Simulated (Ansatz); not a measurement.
# Relaxing an invented AgPbF4 structure

These are results of DFT PBE, scalar-relativistic, plane waves, PAW in Ansatz, not measurements. Cutoff 420 eV, Gaussian smearing, Γ-centred meshes. Cell and atoms relax first on a coarse mesh and then on a finer one. In between, the cell is made exact in the group found at 0.06 Å. In metals the finer mesh still leaves noise of several meV/atom or more. The steps can't lower the symmetry of their start. No spin polarisation.

The guess for AgPbF4 was made by a generator: ordered mixture on the cation sites of aluminium diboride (P6/mmm, No. 191) (occupants of the shared sites, in ratio, Pb: 1, Ag: 1). The dimensions are guesses.

```yaml
crystal:
  lattice:
    - [3.49767, 0.00000, 0.00000]
    - [-1.74884, 3.02907, 0.00000]
    - [0.00000, 0.00000, 7.55497]
  atoms:
    - { symbol: Ag, position: [0.00000, 0.00000, 0.50000] }
    - { symbol: Pb, position: [0.00000, 0.00000, 0.00000] }
    - { symbol: F, position: [0.33333, 0.66667, 0.25000] }
    - { symbol: F, position: [0.33333, 0.66667, 0.75000] }
    - { symbol: F, position: [0.66667, 0.33333, 0.25000] }
    - { symbol: F, position: [0.66667, 0.33333, 0.75000] }
```

Energies over the elements count from the elements' standard structures at the same level (F₂ as a molecule), with no fitted energy shifts.

Problem. Where does the relaxation end?

Solution. The symmetry stays P6/mmm (No. 191). The volume per atom grows by 5.1 %, from 13.3 to 14.0 Å³. The shortest distance goes from 2.02 Å (F–F) to 2.34 Å (F–F). The ratio c/a of the conventional cell changes by a factor of 0.68. The energy falls by about 0.55 eV/atom (the start's value is from the coarse mesh). Conventional cell: a = 4.045 Å, c = 5.939 Å. Ag is surrounded by 12 F at 2.80 Å and 2 Pb at 2.97 Å; Pb is surrounded by 12 F at 2.73 Å and 2 Ag at 2.97 Å; F has 3 F at 2.34 Å, 3 Pb at 2.73 Å and 3 Ag at 2.80 Å.

```cif
data_structure
_symmetry_space_group_name_H-M 'P6/mmm'
_symmetry_Int_Tables_number 191
_cell_length_a 4.0448
_cell_length_b 4.0448
_cell_length_c 5.9386
_cell_angle_alpha 90.000
_cell_angle_beta 90.000
_cell_angle_gamma 120.000
_cell_volume 84.14
loop_
_atom_site_label
_atom_site_type_symbol
_atom_site_symmetry_multiplicity
_atom_site_Wyckoff_symbol
_atom_site_fract_x
_atom_site_fract_y
_atom_site_fract_z
_atom_site_occupancy
Ag1 Ag 1 b 0.00000 0.00000 0.50000 1
Pb1 Pb 1 a 0.00000 0.00000 0.00000 1
F1 F 4 h 0.33333 0.66667 0.23858 1
```

Problem. Give its energy and gap.

Solution. The energy over the elements is −1.18 eV/atom. The gap on the 12×12×6 mesh of the 6-atom cell is 0 eV (a metal).

It lies below the elements, which doesn't yet make it stable against other compounds or structures.

The last run used Gaussian smearing of 0.10 eV. Spin–orbit coupling, which can matter for Pb, is left out. An odd number of electrons in the primitive cell allows no gap without spin; a larger cell or a magnetic state could open one. The cell is a metal run without spin; a magnetic state may lie lower. Symmetry constrained the relaxation, so the result can be a saddle point. In all, the 4 runs took 2.2 min on 1 thread of Arm Neoverse V1, with other jobs on the host.
